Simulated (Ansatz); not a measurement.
Be₂Sn:
```xyz
3
Lattice="0.0000 2.9060 2.9060 2.9060 0.0000 2.9060 2.9060 2.9060 0.0000" Properties=species:S:1:pos:R:3 pbc="T T T"
Sn     0.0000     0.0000     0.0000
Be     1.4530     1.4530     1.4530
Be     4.3591     4.3591     4.3591
```

Relaxed with PBE. Special points in fractions of this cell's reciprocal vectors: Γ (0.000, 0.000, 0.000); X (0.500, 0.000, 0.500); U (0.625, 0.250, 0.625); K (0.375, 0.375, 0.750); L (0.500, 0.500, 0.500); W (0.500, 0.250, 0.750).

Question: List the band energies nearest the Fermi level at these points for PBE in the plane-wave PAW code Ansatz.

Answer: In eV from the Fermi level; about four levels below and three above (degenerate sets whole), none deeper than 8.9 eV; points with the same levels are listed once.

```
k                    below           above
-  -----------------------  --------------
Γ                        –  0.82 0.82 0.82
X  -6.05 -3.43 -3.43 -0.44  0.72 6.72 6.72
U  -8.20 -5.58 -5.08 -2.90  0.33 3.36 4.88
L        -6.62 -1.18 -1.18  1.54 1.54 1.80
W  -8.07 -5.13 -5.13 -4.24  2.76 2.76 4.19
```

Space group Fm-3m (fluorite or antifluorite type). The cell is a constructed one: a structure type filled with these elements; neither database checked (COD, Materials Project) lists it. Its standing as an ambient phase is unchecked. Symmetry was held in the PBE relaxation; whether a distortion lowers the energy is not shown. Spin–orbit coupling is left out wherever it is not named.

Potentials: the earlier of the program's two PAW sets.
